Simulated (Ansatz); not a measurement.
Relaxed-ion elastic tensor of HfTe (CsCl type, Pm-3m) in GPa (Voigt order), r²SCAN (plane waves, PAW; program Ansatz); density 11.54 g/cm³, 22.01 Å³ per atom.

```
      1     2     3     4     5     6
-  ----  ----  ----  ----  ----  ----
1   252  45.0  45.0   0.0   0.0   0.0
2  45.0   252  45.0   0.0   0.0   0.0
3  45.0  45.0   252   0.0   0.0   0.0
4   0.0   0.0   0.0  87.7   0.0   0.0
5   0.0   0.0   0.0   0.0  87.7   0.0
6   0.0   0.0   0.0   0.0   0.0  87.7
```

### Question
Is the crystal mechanically stable?

### Answer
Yes: the smallest eigenvalue of C is 87.7 GPa.

### Question
Work out the Voigt, Reuss and Hill averages.

### Answer
K_V = 114, K_R = 114, K_H = 114; G_V = 93.9, G_R = 93.3, G_H = 93.6 GPa.

### Question
Give Young's modulus, Poisson's ratio, Pugh's ratio and the universal anisotropy index.

### Answer
E = 9KG/(3K + G) = 220 GPa; ν = 0.18; K/G = 1.22 (brittle by the Pugh limit of 1.75); A_U = 5G_V/G_R + K_V/K_R − 6 = 0.03.

### Question
Estimate the sound speeds and the Debye temperature.

### Answer
v_l = √((K + 4G/3)/ρ) = 4550 m/s, v_t = √(G/ρ) = 2850 m/s, mean 3140 m/s; Θ = (h/k)(3n/4πV)^(1/3) v_m = 333 K.

### Question
Give the Zener ratio and Young's modulus along [100], [110] and [111].

### Answer
A = 2C44/(C11 − C12) = 0.85; 1/E = S11 − 2(S11 − S12 − S44/2)Γ with Γ = 0, 1/4, 1/3 gives 238, 216, 209 GPa.

### Question
Solve the Christoffel equation for the three sound speeds along [100], [110], [111].

### Answer
Eigenvalues of C_ijkl n_j n_l equal ρv². In km/s, slowest first: [100] 2.76, 2.76, 4.67; [110] 2.76, 2.99, 4.52; [111] 2.91, 2.91, 4.47.

The cell is a constructed one: a structure type filled with these elements; neither database checked (COD, Materials Project) lists it. Its standing as an ambient phase is unchecked. The cell was relaxed with r²SCAN under the symmetry of its start; whether a distortion lowers the energy is not shown. The run is not spin-polarised. As this level gives no gap, shear constants depend on the k-mesh and smearing (Fermi–Dirac, 0.1 eV here). Spin–orbit coupling is left out wherever it is not named.

Potentials: the earlier of the program's two PAW sets.
